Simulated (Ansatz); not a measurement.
Given:

Ti2C:
```
CELL_PARAMETERS angstrom
      0.00000     4.31037     4.31037
      4.31037     0.00000     4.31037
      4.31037     4.31037     0.00000
ATOMIC_POSITIONS crystal
  Ti 0.35612 0.88129 0.88129
  Ti 0.36871 0.36871 0.89388
  Ti 0.88129 0.35612 0.88129
  Ti 0.36871 0.36871 0.36871
  Ti 0.88129 0.88129 0.88129
  Ti 0.36871 0.89388 0.36871
  Ti 0.88129 0.88129 0.35612
  Ti 0.89388 0.36871 0.36871
  C  0.12500 0.12500 0.12500
  C  0.62500 0.12500 0.12500
  C  0.12500 0.12500 0.62500
  C  0.12500 0.62500 0.12500
```

This is the r²SCAN-relaxed structure.

Task: All from r²SCAN (plane waves, PAW; program Ansatz), unless another level is named. Give the highest zone-centre frequency.

Result: 720 cm⁻¹.

Task: Give the Hill bulk and shear moduli.

Result: 147 and 78.9 GPa.

Space group Fd-3m. The workflow started from a Materials Project entry (that database holds measured and hypothetical structures alike); the Crystallography Open Database copy checked does not list it. Whether it is the stable phase at ambient conditions was not checked. The r²SCAN relaxation kept the symmetry of its start; whether a distortion lowers the energy is not shown. No spin polarisation was allowed. As this level gives no gap, shear constants depend on the k-mesh and smearing (Fermi–Dirac, 0.1 eV here). As this level gives no gap, phonon frequencies hold no LO–TO term and depend on the k-mesh and smearing (Fermi–Dirac, 0.1 eV here).

Potentials: the earlier of the program's two PAW sets. The files were generated under PBE; for other functionals the program regenerates the frozen cores, and for LDA and PBEsol the local potential too.
